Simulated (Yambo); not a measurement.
Yambo run on Sr$_{2}$NH (space group R-3m, No. 166). The wavefunctions come from this Quantum ESPRESSO step (PBEsol, PseudoDojo standard norm-conserving files, scalar-relativistic):

```
&CONTROL
  calculation = 'nscf'
  pseudo_dir = './pseudo'
  outdir = './out'
/
&SYSTEM
  ibrav = 0
  nat = 4
  ntyp = 3
  ecutwfc = 84.0
  ecutrho = 336.0
  occupations = 'fixed'
  force_symmorphic = .true.
  nbnd = 145
/
&ELECTRONS
  conv_thr = 4e-09
  diago_full_acc = .true.
  diago_thr_init = 1e-08
/
ATOMIC_SPECIES
H 1.0080 H.upf
N 14.0070 N.upf
Sr 87.6200 Sr.upf
CELL_PARAMETERS angstrom
  1.906750027000   1.100862641000   6.302260000000
 -1.906750027000   1.100862641000   6.302260000000
  0.000000000000  -2.201725282000   6.302260000000
ATOMIC_POSITIONS crystal
H   0.000000000000   0.000000000000   0.000000000000
N   0.500000000000   0.500000000000   0.500000000000
Sr   0.761257000000   0.761257000000   0.761257000000
Sr   0.238743000000   0.238743000000   0.238743000000
K_POINTS automatic
4 4 4 0 0 0
```

Yambo input:

```
rim_cut
gw0
dyson
el_el_corr
HF_and_locXC
ppa
em1d
RandQpts= 1000000
RandGvec= 1 Ry
EXXRLvcs= 84 Ry
VXCRLvcs= 336 Ry
Chimod= "HARTREE"
% BndsRnXp
 1 | 143 |
%
NGsBlkXp= 8 Ry
% LongDrXp
 1.0 | 1.0 | 1.0 |
%
PPAPntXp= 27.2114 eV
% GbndRnge
 1 | 143 |
%
GTermKind= "BG"
DysSolver= "n"
ExtendOut
% QPkrange
 1 | 1 | 13 | 14 |
 3 | 3 | 13 | 14 |
 7 | 7 | 13 | 14 |
 13 | 13 | 13 | 14 |
%
```

k points by index: 1 = Γ, 3 = L, 7 = F, 13 = Z.

The o-*.qp file then holds:

```
#    K-point    Band    Eo [eV]    E [eV]    E-Eo [eV]    Vxc [eV]    Vnlxc [eV]    Sc|Eo [eV]    Sc|E [eV]    dSc/dw|Eo [eV]    Re(Z)    Im(Z)
#
    1    13    -0.201647    -0.716379    -0.514731    -14.66426    -18.01973    2.683237    2.840735    -8.323930    0.765752    -0.001672
    1    14    4.344893    4.929738    0.584845    -12.44836    -7.924290    -3.779072    -3.939221    -7.449826    0.785065    -0.001381
    3    13    0.000000    -0.516044    -0.516044    -15.05340    -18.48325    2.755750    2.913810    -8.332415    0.765570    -0.001638
    3    14    1.750865    2.076029    0.325164    -8.165577    -4.056946    -3.713507    -3.783468    -5.852396    0.822995    -0.001323
    7    13    -0.049399    -0.560143    -0.510744    -14.90119    -18.26213    2.694377    2.850194    -8.299397    0.766282    -0.001644
    7    14    2.102185    2.627423    0.525238    -9.195167    -4.535553    -4.019331    -4.134376    -5.958729    0.820356    -0.001317
    13    13    -0.169175    -0.685066    -0.515891    -14.75784    -18.14642    2.714467    2.872692    -8.343560    0.765330    -0.001666
    13    14    2.119645    2.442548    0.322903    -8.896381    -4.838809    -3.663598    -3.734668    -5.987068    0.819656    -0.001291
```
(The two width columns are left out.) Convergence of these settings isn't established.

Geometry of the Materials Project entry, not relaxed at this level.

The structure is a Materials Project entry; no match was found in the copy of COD used, and its stability was not checked.
